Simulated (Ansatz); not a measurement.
Relaxed-ion elastic tensor of Ge (β-Sn type, space group No. 141) in GPa (Voigt order), DFT-LDA in the program Ansatz with PAW potentials; density 6.74 g/cm³, 17.89 Å³ per atom.

```
 135  66.3  54.4   0.0   0.0   0.0
66.3   135  54.4   0.0   0.0   0.0
54.4  54.4   133   0.0   0.0   0.0
 0.0   0.0   0.0  48.8   0.0   0.0
 0.0   0.0   0.0   0.0  48.8   0.0
 0.0   0.0   0.0   0.0   0.0  57.6
```

**Question.** Is the crystal mechanically stable?

**Answer.** Yes: the smallest eigenvalue of C is 48.8 GPa.

**Question.** Work out the Voigt, Reuss and Hill averages.

**Answer.** K_V = 83.6, K_R = 83.4, K_H = 83.5; G_V = 46.1, G_R = 44.7, G_H = 45.4 GPa.

**Question.** Give Young's modulus, Poisson's ratio, Pugh's ratio and the universal anisotropy index.

**Answer.** E = 9KG/(3K + G) = 115 GPa; ν = 0.27; K/G = 1.84 (near the Pugh limit of 1.75, no verdict); A_U = 5G_V/G_R + K_V/K_R − 6 = 0.16.

**Question.** Estimate the sound speeds and the Debye temperature.

**Answer.** v_l = √((K + 4G/3)/ρ) = 4620 m/s, v_t = √(G/ρ) = 2600 m/s, mean 2890 m/s; Θ = (h/k)(3n/4πV)^(1/3) v_m = 329 K.

**Question.** How much does each axis shrink under pressure?

**Answer.** Linear compressibilities β_i = Σ_j S_ij (j = 1 to 3): x 3.8, y 3.8, z 4.4 per TPa.

Space group I4_1/amd (β-Sn type). This is a known high-pressure phase of the composition, computed here at zero pressure and temperature. The LDA relaxation kept the symmetry of its start; its stability against distortions is not shown here. As this level gives no gap, shear constants depend on the k-mesh and smearing (Fermi–Dirac, 0.1 eV here).

Potentials: the earlier of the program's two PAW sets. The files were generated under PBE; for other functionals the program regenerates the frozen cores, and for LDA and PBEsol the local potential too.
